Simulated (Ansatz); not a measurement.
# Tl$_{2}$Pd: a fit and a missing row

Tl$_{2}$Pd, I4/mcm, a = 6.737 Å, c = 5.723 Å. The structure is a COD entry; whether it is the stable form wasn't checked. Ansatz: PBEsol, PAW, 420 eV, Γ-centred 8×8×8 mesh on 6 atoms, Gaussian smearing 0.10 eV; no spin polarisation. Shape and atoms are relaxed at each volume; pressure is positive in compression.

| V (Å³/atom) | P (GPa) |
| --- | --- |
| 20.349 | 5.69 |
| 20.998 | 2.57 |
| 21.648 | 0.02 |
| 22.297 | ? |
| 22.947 | -3.65 |

Q: Take V0 = 21.648 Å³/atom, count pressures from its P0 = 0.02 GPa, fit the third-order Birch–Murnaghan form to the other rows, and predict the missing pressure.

A: With the Eulerian strain f = ½[(V0/V)^(2/3) − 1] and y = (P − P0)/[3f(1 + 2f)^(5/2)], the form is the line y = B0 + 1.5 B0 (B0′ − 4) f. Rows (f, y): 0.02106, 80.9; 0.01027, 78.7; -0.01905, 70.8. Means f = 0.004093, y = 76.800; Σ(Δf)² = 0.0008616, ΣΔfΔy = 0.2202; the slope is their ratio. y = 75.75 + 255.5 f GPa, so B0 = 75.8 GPa and B0′ = 4 + 2 × (255.5)/(3 × 75.75) = 6.25. At V = 22.297, f = -0.00975, y = 73.26 and P = -2.02 GPa. The run gave -2.02 GPa, the same to the digits shown.

Spin–orbit coupling is left out, which can shift energies with elements as heavy as these.

Cost: 5 runs of about 8.1 core-minutes in all, on Arm Neoverse V1 (shared hosts).